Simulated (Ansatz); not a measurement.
MoSeS:
Space group P-3m1 (No. 164); a = b = 3.243 Å, c = 12.950 Å, α = β = 90.00°, γ = 120.00°

```json
[
 {"atom": "Mo", "site": "2c", "symmetry": "3m.", "x": "0.0000", "y": "0.0000", "z": "0.2626"},
 {"atom": "Se", "site": "2d", "symmetry": "3m.", "x": "0.3333", "y": "0.6667", "z": "0.1323"},
 {"atom": "S", "site": "2d", "symmetry": "3m.", "x": "0.3333", "y": "0.6667", "z": "0.3799"}
]
```

This is the r²SCAN+D4-relaxed structure.

All from DFT-r²SCAN+D4 in the program Ansatz with PAW potentials, unless another level is named. Estimate the hole effective mass with spin–orbit coupling.

0.80, 0.80, 1.6 mₑ (principal values).

Next, the electron effective mass?

0.59, 0.63, 0.91 mₑ (principal values).

Next, the band gap?

0.90 eV (indirect).

What about the conduction-band minimum?

on the K–Γ line, 45 % of the way from K (6 equivalent valleys).

Next, the valence-band maximum?

at Γ.

The first step of the workflow began from a Materials Project structure, measured or hypothetical; the Crystallography Open Database copy checked does not list it. Whether it is the stable phase at ambient conditions was not checked. The r²SCAN+D4 relaxation kept the symmetry of its start; its stability against distortions is not shown here. No spin polarisation was allowed. Spin–orbit coupling is left out wherever it is not named.

Potentials: the later of the program's two PAW sets.
